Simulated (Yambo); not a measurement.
WS$_{2}$ (space group P6_3/mmc, No. 194), G0W0@LDA in Yambo with this input:

```
rim_cut
gw0
dyson
el_el_corr
HF_and_locXC
ppa
em1d
RandQpts= 1000000
RandGvec= 1 Ry
EXXRLvcs= 70 Ry
VXCRLvcs= 280 Ry
Chimod= "HARTREE"
% BndsRnXp
 3 | 215 |
%
NGsBlkXp= 8 Ry
% LongDrXp
 1.0 | 1.0 | 1.0 |
%
PPAPntXp= 27.2114 eV
% GbndRnge
 1 | 215 |
%
GTermKind= "BG"
DysSolver= "n"
ExtendOut
```

On a 6×6×1 mesh, with wavefunctions cut at 70 Ry, the gap (Γ → (0.167, 0.167, 0)) is 1.572 eV and the valence edge shifts by -0.033 eV.

What happens with this change: 3 Ry block?

The gap falls by 0.103 eV, to 1.469 eV; the shift of the valence edge becomes 0.259 eV. Neither run is shown to be the converged limit.

Spin-orbit coupling is not included.

Geometry of the Materials Project entry, not relaxed at this level; primitive cell a = 3.1842 Å, b = 3.1842 Å, c = 12.9783 Å, α = 90.00°, β = 90.00°, γ = 120.00°.

A shift is the quasiparticle energy of the state minus its LDA energy.

The distance between layers or molecules is the database entry's, not relaxed here. Functionals without dispersion can leave it too large, which widens gaps and weakens the response across layers: the numbers belong to this cell.
